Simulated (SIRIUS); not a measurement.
Set-up for a self-consistent single point of WS2 (R3m, 3 atoms in the cell; from Materials Project mp-9813, changed as shown).

```
CELL_PARAMETERS angstrom
      1.61454     0.93215     6.57988
     -1.61454     0.93215     6.57988
      0.00000    -1.86431     6.57988
ATOMIC_POSITIONS crystal
  W  0.00067 0.00067 0.00067
  S  0.41411 0.41411 0.41411
  S  0.25392 0.25392 0.25392
```

Computed with SIRIUS 7.12.0 with LDA (PW92), FP-LAPW (LAPW with two local orbitals a valence shell; core below -3 Ha), all-electron full potential with ZORA scalar-relativistic valence and Dirac core.

SIRIUS settings:

- parameters.ngridk: 8 8 8
- basis: LAPW with two local orbitals a valence shell, core below -3 Ha
- unit_cell.atom_type_rmt: {W: 2.35, S: 2.02} bohr
- parameters.xc_functionals: [XC_LDA_X, XC_LDA_C_PW]
- parameters.aw_cutoff: 7
- parameters.pw_cutoff: 20 1/bohr
- parameters.smearing: fermi_dirac
- parameters.smearing_width: 0.000734986 Ha
- parameters.electronic_structure_method: full_potential_lapwlo
- parameters.lmax_apw: 8
- parameters.lmax_rho: 8
- parameters.lmax_pot: 8
- parameters.auto_rmt: 0
- parameters.num_fv_states: 24
- parameters.num_mag_dims: 0
- parameters.num_dft_iter: 100
- parameters.energy_tol: 1e-07 Ha
- parameters.density_tol: 1e-06
- mixer.type: broyden2
- mixer.beta: 0.2
- mixer.use_hartree: true

Results:

- Number of valence electrons: 40
- Number of bands: 24
- Number of k-points after the program's reduction: 65
- Size of the basis: 342
- Number of SCF iterations: 20
- FFT grid: 90 × 90 × 90
- Free energy E − TS: -461310.1753 eV
- Gap on the k-point mesh: 1.32 eV
- Largest force (vector length): 0.964 eV/Å

Forces (eV/Å):
```
atom     Fx     Fy      Fz
----  -----  -----  ------
W1    0.000  0.000   0.004
S2    0.000  0.000  -0.964
S3    0.000  0.000   0.960
```

Gaps are taken between levels on the mesh.

For comparison: a first run was changed to give this one (lattice scaled by 1.02), and from it to this one the free energy rises by 43.3 meV/atom, the largest force goes from 0.033 to 0.964 eV/Å and the gap on the mesh moves little (1.313 to 1.322 eV).

Spin-orbit coupling is left out, which matters for bands and gaps with elements this heavy. The structure comes from a collection of computed structures, made at another level of theory; the collection holds predicted forms beside known ones. Its lattice was then scaled. Values depend on the basis (sphere radii, cutoffs, local orbitals), which need not be converged.

Cost on one core: around 2.1 core-minutes (rough).
